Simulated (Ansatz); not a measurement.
Method: Ansatz, DFT PBE, scalar-relativistic, plane waves, PAW. All cells share a 420 eV cutoff and Γ-centred k meshes spaced at most about 0.3 Å⁻¹ (about 0.25 or finer for metals, 2π included). No spin polarisation in the final relaxations.

These are static total energies at zero pressure. All come from trial cells, and lower structures may exist.

**Question.** Order these relaxed structures of ScB2P3 by energy, lowest first, with the energy over the lowest of them.
1. Space group I4/mmm (No. 139), tetragonal, a = 3.859 Å, c = 11.373 Å. Around Sc lie 4 P at 2.73 Å; around B lie 5 P at 2.06–2.11 Å; P on a site of symmetry -4m2 has 4 B at 2.06 Å; P on a site of symmetry 4/mmm is surrounded by 2 B at 2.11 Å and 4 Sc at 2.73 Å.
2. Space group P6/mmm (No. 191), hexagonal, a = 5.383 Å, c = 2.978 Å. Around Sc lie 2 Sc at 2.98 Å, 12 P at 3.08 Å and 6 B at 3.11 Å; B has 6 P at 2.15 Å, 5 B at 2.98–3.11 Å and 3 Sc at 3.11 Å; P has 4 B at 2.15 Å, 4 P at 2.69 Å, 2 P at 2.98 Å and 4 Sc at 3.08 Å.
3. Space group Cmmm (No. 65), orthorhombic, a = 3.251 Å, b = 13.672 Å, c = 3.941 Å. Sc is surrounded by 4 P at 2.55 Å, 4 P at 2.95 Å and 2 Sc at 3.25 Å; B is surrounded by 2 B at 1.63 Å and 4 P at 2.34 Å; around P on a site of symmetry m2m lie 4 B at 2.34 Å, 2 P at 2.52 Å and 2 Sc at 2.95 Å; P on a site of symmetry mmm has 4 Sc at 2.55 Å.
4. Space group P4mm (No. 99), tetragonal, a = 3.377 Å, c = 6.688 Å. Around Sc lie 5 B at 2.39–2.50 Å and 8 P at 2.85–2.91 Å; around B on its first site lie 1 P at 1.85 Å, 4 Sc at 2.39 Å and 4 P at 2.71 Å; B on its second site is surrounded by 1 Sc at 2.50 Å and 8 P at 2.53–2.54 Å; around P on a site of symmetry 2mm lie 4 P at 2.39 Å, 2 B at 2.54 Å, 2 B at 2.71 Å and 2 Sc at 2.85 Å; 1 more site not described.

**Answer.** 1 (0 meV/atom), 3 (63 meV/atom), 2 (252 meV/atom), 4 (295 meV/atom). Forms: 1 I4/mmm; 3 Cmmm; 2 P6/mmm; 4 P4mm. Cell 3 holds B–B chains (shortest 1.63 Å); cell 4 holds P–P nets (shortest 2.39 Å) (bonds between like non-metal atoms; other contacts aren't counted). Even the lowest lies +0.12 eV/atom against the elements.

Cells relaxed within their symmetry can be saddle points. Some types were kept out of the candidates beforehand, so the set may lack a known form.
